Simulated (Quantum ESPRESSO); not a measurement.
## Band energies of BaCuSF

```
CELL_PARAMETERS angstrom
      4.12993     0.00000     0.00000
      0.00000     4.12993     0.00000
      0.00000     0.00000     9.10647
ATOMIC_POSITIONS crystal
  F  0.50000 0.50000 0.00000
  F  0.00000 0.00000 0.00000
  S  0.00000 0.50000 0.35651
  S  0.50000 0.00000 0.64349
  Cu 0.50000 0.50000 0.50000
  Cu 0.00000 0.00000 0.50000
  Ba 0.00000 0.50000 0.81990
  Ba 0.50000 0.00000 0.18010
```

norm-conserving PBEsol (Quantum ESPRESSO, 92 Ry, without SOC); path ΓXMΓZRAZ,XR,MA; energies in eV from the valence-band maximum.

```csv
k (1/Å),point,band 38,band 39,band 40,band 41,band 42,band 43,band 44,band 45
0.00,Γ,-1.38,-1.16,-0.47,0.00,0.00,1.51,1.62,2.32
0.19,,-1.47,-1.07,-0.43,-0.27,-0.06,1.82,1.95,2.59
0.57,,-1.83,-0.75,-0.69,-0.47,-0.39,2.22,2.37,2.71
0.76,X,-1.88,-0.61,-0.61,-0.58,-0.58,2.17,2.17,3.20
0.95,,-1.91,-0.87,-0.87,-0.59,-0.59,2.47,2.47,3.47
1.33,,-1.77,-1.40,-1.40,-1.02,-1.02,3.01,3.01,4.42
1.52,M,-1.72,-1.54,-1.54,-1.07,-1.07,3.05,3.05,4.43
1.70,,-1.73,-1.42,-1.39,-1.06,-1.00,2.92,3.11,4.42
2.06,,-1.75,-1.04,-0.81,-0.73,-0.60,2.76,2.96,3.85
2.42,,-1.48,-1.09,-0.44,-0.17,-0.15,1.84,1.98,2.54
2.60,Γ,-1.38,-1.16,-0.47,0.00,0.00,1.51,1.62,2.32
2.60,Z,-1.38,-1.16,-0.53,-0.01,-0.01,1.77,1.82,2.18
2.98,,-1.64,-0.90,-0.54,-0.38,-0.21,2.26,2.35,2.90
3.17,,-1.83,-0.73,-0.64,-0.44,-0.39,2.32,2.41,2.71
3.36,R,-1.89,-0.58,-0.58,-0.57,-0.57,2.32,2.32,3.12
3.55,,-1.91,-0.86,-0.86,-0.59,-0.59,2.63,2.63,3.45
3.93,,-1.77,-1.41,-1.41,-1.02,-1.02,3.21,3.21,4.38
4.12,A,-1.72,-1.56,-1.56,-1.06,-1.06,3.19,3.19,4.48
4.25,,-1.73,-1.49,-1.45,-1.06,-1.03,3.14,3.27,4.46
4.52,,-1.75,-1.05,-1.04,-1.04,-0.77,2.91,3.31,4.33
4.79,,-1.69,-1.04,-0.56,-0.51,-0.42,2.76,2.97,3.20
5.06,,-1.44,-1.11,-0.50,-0.11,-0.08,1.98,2.00,2.29
5.19,Z,-1.38,-1.16,-0.53,-0.01,-0.01,1.77,1.82,2.18
5.19,X,-1.88,-0.61,-0.61,-0.58,-0.58,2.17,2.17,3.20
5.54,R,-1.89,-0.58,-0.58,-0.57,-0.57,2.32,2.32,3.12
5.54,M,-1.72,-1.54,-1.54,-1.07,-1.07,3.05,3.05,4.43
5.88,A,-1.72,-1.56,-1.56,-1.06,-1.06,3.19,3.19,4.48
```

The PBEsol gap is direct, 1.51 eV at Γ. Another valence extremum on the path lies within 0.02 eV, too close to call.

The filled Cu 3d shell has no Hubbard U; semilocal functionals place it too high.

Geometry of the Materials Project entry, not relaxed at this level.

The structure is a Materials Project entry; no match was found in the copy of COD used, and its stability was not checked.
